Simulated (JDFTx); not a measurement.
## Ir(111) as an electrode

Ir(111) slab cut from bulk Ir (space group Fm-3m, indices of the conventional cell, lattice of the Materials Project entry mp-101, not re-optimised): 6 atoms in 6 planes, a 1x1 cell of 6.43 Å² (|a| = 2.725, |b| = 2.725 Å), 11.1 Å between the outermost planes, cell height 27.1 Å, 10×10×1 k mesh, Fermi smearing 0.01 Ha, no spin polarisation.

All numbers are PBE, GBRV ultrasoft potentials, plane waves to 20/100 Ha results from JDFTx (a modified build), not measurements. Outer atoms relaxed in vacuum, keeping the start's symmetry. The same nuclei were then put into each liquid, at zero charge and at set potentials or charges. The model has bare, unreconstructed faces and no explicit solvent. U vs SHE = −μ/e − 4.44 V throughout (conventional absolute potential of the hydrogen electrode). Convergence in thickness and k mesh wasn't tested for this slab.

In vacuum the work function is 5.48 eV, which would put the uncharged electrode at 1.04 V vs SHE if the liquid did nothing. Each liquid moves the Fermi level of the neutral slab, now counted from the bulk liquid: linear PCM (GLSSA13), water, 1 M KCl by 0.23 eV, to a potential of zero charge of 0.81 V; CANDLE, water, 1 M KCl by 0.29 eV, to a potential of zero charge of 0.75 V. The models of water differ by 0.06 V among themselves.

Charging:

```json
[
 {"liquid": "linear PCM (GLSSA13), water", "U − U_pzc (V)": "0.29", "σ (μC/cm²)": "4.2", "σ/(U − U_pzc) (μF/cm²)": "15", "Δγ (mJ/m²)": "-6"},
 {"liquid": "linear PCM (GLSSA13), water", "U − U_pzc (V)": "0.53", "σ (μC/cm²)": "8.0", "σ/(U − U_pzc) (μF/cm²)": "15", "Δγ (mJ/m²)": "-21"}
]
```

The mean capacitance runs from 15 to 15 μF/cm². Δγ, the grand free energy per area against the neutral surface, is negative throughout, since charging at a held potential lowers it. The cavity function reaches one half at 2.6 Å (linear PCM (GLSSA13), water), 3.3 Å (CANDLE, water) above the top atoms; the models define their cavities differently. CANDLE's negatively charged runs are left out, as they depend on the cell height. No specific adsorption of ions or solvent is in these numbers.
